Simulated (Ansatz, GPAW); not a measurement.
This is a calculation of CoNiO2 for GPAW 26.7.0 (ASE script). The cell comes from a database or a generator and needn't be the stable form of this composition.

File run.py:

```python
from ase import Atoms
from ase.dft.bandgap import bandgap
from ase.io import write
from ase.units import GPa
from gpaw import GPAW, PW, setup_paths

setup_paths.insert(0, '.')

atoms = Atoms(['Ni', 'Co', 'O', 'O'],
              cell=[[3.014333, 0.0, 0.0],
                    [0.0, 3.014333, 0.0],
                    [0.0, 0.0, 4.222285]],
              scaled_positions=[[0.0, 0.0, 0.0],
                                [0.5, 0.5, 0.5],
                                [0.0, 0.0, 0.5],
                                [0.5, 0.5, 0.0]],
              pbc=True)
atoms.set_initial_magnetic_moments([1.0, 2.0, 0.0, 0.0])

calc = GPAW(mode=PW(800),
            xc='PBEsol',
            kpts={'size': (9, 9, 6), 'gamma': True},
            occupations={'name': 'fermi-dirac', 'width': 0.05},
            nbands=35,
            convergence={'density': 1e-05, 'energy': 1e-05},
            maxiter=150,
            txt='gpaw.txt')
atoms.calc = calc
energy = atoms.get_potential_energy()
forces = atoms.get_forces()
stress = atoms.get_stress()
calc.write('gs.gpw')
write('result.traj', atoms)
print(f'Energy: {energy:.6f} eV')
print('Forces (eV/A):')
print(forces.round(4))
print('Stress (GPa):', (stress / GPa).round(3))
print('Moments:', calc.get_magnetic_moments().round(3))
print('Fermi level:', round(calc.get_fermi_level(), 4), 'eV')
print(f'Gap: {bandgap(calc)[0]:.4f} eV, direct: {bandgap(calc, direct=True)[0]:.4f} eV')
```

Potentials or basis: PAW data sets generated in the run's folder for this functional, pw.

Launch:

```console
$ gpaw-setup -f PBEsol Co Ni O
$ OMP_NUM_THREADS=1 python run.py
```

Question: Set up the same calculation for Ansatz 0.2.0. Potentials or basis there: all-electron LAPW, scalar-relativistic.

Answer: As run (cutoffs and basis follow the program's own potentials, and thresholds, step limits or extra output files can differ):

Contents of input.yaml:

```yaml
crystal:
  lattice:
    - [3.014333, 0.0, 0.0]
    - [0.0, 3.014333, 0.0]
    - [0.0, 0.0, 4.222285]
  atoms:
    - { symbol: Ni, position: [0.0, 0.0, 0.0], spin: 1.0 }
    - { symbol: Co, position: [0.5, 0.5, 0.5], spin: 2.0 }
    - { symbol: O, position: [0.0, 0.0, 0.5] }
    - { symbol: O, position: [0.5, 0.5, 0.0] }
kpoints:
  mp_grid: { grid: [9, 9, 6] }
scf:
  occupations: { method: fermi_dirac, width: 0.05 }
hamiltonian:
  xc: pbesol
  pseudopotentials: { kind: all_electron, lapw: { basis_error: 0.001 } }
magnetization:
  spin_polarized: true
output:
  forces: true
  stress: true
  eigenvalues: true
  populations: true
```

Potentials or basis: all-electron LAPW, scalar-relativistic.

Launch:

```console
$ ansatz run input.yaml --threads 4 --pin off --max-ram 12288MiB --backend cpu --events-out ev --progress --plain --runs-dir out
```

Both were run:

|  | GPAW | Ansatz |
| --- | --- | --- |
| Pressure | -9.9 GPa | -11.9 GPa |
| Net moment | 4.52 μB per cell | 4.56 μB per cell |

Where Ansatz's input types no cutoff or centring, it takes its own default and a Γ-centred mesh.

The magnetic state is the one that the start led to; the real crystal's order can differ.

Pressure is positive in compression.
